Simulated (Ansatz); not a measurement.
Suppose Mg₂Cl₃ takes space group R-3m (No. 166), with Mg on 9e and 3a; Cl on 18h. The cell of Mg₂Cl₃ is invented: 3-, 6-connected net, the two elements on its two kinds of vertex, guests in its cages (guest Mg).

Method: DFT PBE, scalar-relativistic, plane waves, PAW (Ansatz). Cutoff 420 eV, Γ-centred mesh, Gaussian smearing, no spin polarisation.

Energies over the elements count from the elements' standard structures at the same level (Cl₂ as a molecule), with no fitted energy shifts.

Problem. Give the relaxed lattice parameters and positions.

Solution.

Space group R-3m:H (No. 166). a = 9.716 Å, b = 9.716 Å, c = 8.445 Å, α = 90.00°, β = 90.00°, γ = 120.00°
| atom | site | symmetry | x | y | z |
| --- | --- | --- | --- | --- | --- |
| Mg | 9e | .2/m | 0.1667 | 0.3333 | 0.3333 |
| Mg | 3a | -3m | 0.0000 | 0.0000 | 0.0000 |
| Cl | 18h | .m | 0.8673 | 0.1327 | 0.3590 |

Mg on a site of symmetry 2/m is surrounded by 6 Cl at 2.58–2.66 Å; Mg on a site of symmetry -3m is surrounded by 6 Cl at 3.38 Å and 6 Cl at 3.76 Å; Cl is surrounded by 3 Mg at 2.58–2.66 Å, 5 Cl at 3.26–3.44 Å, 1 Mg at 3.38 Å and 1 Mg at 3.76 Å. Another local minimum with the same sites may exist.

Problem. Where does its energy lie, and is it a metal?

Solution. The energy over the elements is −1.400 eV/atom. The gap on the 6×6×6 mesh of the 10-atom cell is 0.48 eV. A negative formation energy is needed for stability but isn't enough: competing phases decide.

The last run used Gaussian smearing of 0.02 eV. Kohn–Sham gaps at this level usually fall short of measured ones. Symmetry constrained the relaxation, so the result can be a saddle point.
